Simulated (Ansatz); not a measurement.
PbI2:
```cif
data_I2Pb
_chemical_formula_sum 'Pb1 I2'
_space_group_name_H-M_alt 'P-3m1'
_space_group_IT_number 164
_space_group_name_Hall '-P 3 2"'
_cell_length_a 4.46951
_cell_length_b 4.46951
_cell_length_c 6.78453
_cell_angle_alpha 90.000
_cell_angle_beta 90.000
_cell_angle_gamma 120.000
loop_
_atom_site_label
_atom_site_type_symbol
_atom_site_symmetry_multiplicity
_atom_site_Wyckoff_symbol
_atom_site_fract_x
_atom_site_fract_y
_atom_site_fract_z
_atom_site_occupancy
Pb1 Pb 1 a 0.00000 0.00000 0.00000 1
I1 I 2 d 0.33333 0.66667 0.27454 1
```

Relaxed with DFT-LDA in the program Ansatz with PAW potentials. Indices refer to the conventional cell of P-3m1, a = 4.470 Å, b = 4.470 Å, c = 6.785 Å, α = 90.00°, β = 90.00°, γ = 120.00°.

Task: Simulate the powder diffraction pattern (neutron, λ = 1.5401 Å; lines above 1 %) up to 2θ = 90°.

Result: Simulated powder pattern, neutron, λ = 1.5401 Å (kinematic, ideal powder, no thermal factors, coherent scattering alone; the 30 strongest lines at most, above 1 %, up to 2θ = 90°):

| 2θ (°) | d (Å) | I/Imax (%) | hkl |
|---|---|---|---|
| 13.03 | 6.785 | 22 | (0001) |
| 22.95 | 3.871 | 6.0 | (1 0 -1 0) |
| 26.48 | 3.362 | 100 | (0 1 -1 1)+(1 0 -1 1) |
| 35.14 | 2.551 | 68 | (1 0 -1 2)+(0 1 -1 2) |
| 39.82 | 2.262 | 8.4 | (0003) |
| 40.31 | 2.235 | 49 | (1 1 -2 0) |
| 42.54 | 2.123 | 14 | (1 1 -2 1) |
| 46.45 | 1.953 | 22 | (1 0 -1 3)+(0 1 -1 3) |
| 46.89 | 1.935 | 1.6 | (2 0 -2 0) |
| 48.88 | 1.861 | 33 | (2 0 -2 1)+(0 2 -2 1) |
| 54.00 | 1.696 | 8.1 | (0004) |
| 54.53 | 1.681 | 32 | (0 2 -2 2)+(2 0 -2 2) |
| 57.95 | 1.590 | 27 | (1 1 -2 3) |
| 59.43 | 1.554 | 6.9 | (0 1 -1 4)+(1 0 -1 4) |
| 63.16 | 1.470 | 14 | (0 2 -2 3)+(2 0 -2 3) |
| 63.52 | 1.463 | 2.0 | (2 1 -3 0) |
| 65.16 | 1.430 | 42 | (1 2 -3 1)+(2 1 -3 1) |
| 69.49 | 1.351 | 33 | (1 1 -2 4) |
| 69.95 | 1.343 | 44 | (2 1 -3 2)+(1 2 -3 2) |
| 73.29 | 1.290 | 19 | (3 0 -3 0) |
| 73.94 | 1.281 | 20 | (0 1 -1 5)+(1 0 -1 5) |
| 74.27 | 1.276 | 5.1 | (2 0 -2 4)+(0 2 -2 4) |
| 74.82 | 1.268 | 5.7 | (3 0 -3 1)+(0 3 -3 1) |
| 77.64 | 1.228 | 21 | (2 1 -3 3)+(1 2 -3 3) |
| 86.81 | 1.121 | 16 | (3 0 -3 3)+(0 3 -3 3) |
| 87.13 | 1.117 | 16 | (2 2 -4 0) |
| 87.75 | 1.111 | 17 | (2 0 -2 5)+(0 2 -2 5) |
| 88.07 | 1.108 | 8.5 | (1 2 -3 4)+(2 1 -3 4) |
| 88.60 | 1.103 | 4.8 | (2 2 -4 1) |

Symmetry was held in the LDA relaxation; of distortions, only those at the zone centre were tested. A crystal of weakly bound layers computed without a dispersion correction: the cell and the soft elastic constants depend strongly on that. Spin–orbit coupling is left out wherever it is not named.

Potentials: the later of the program's two PAW sets.
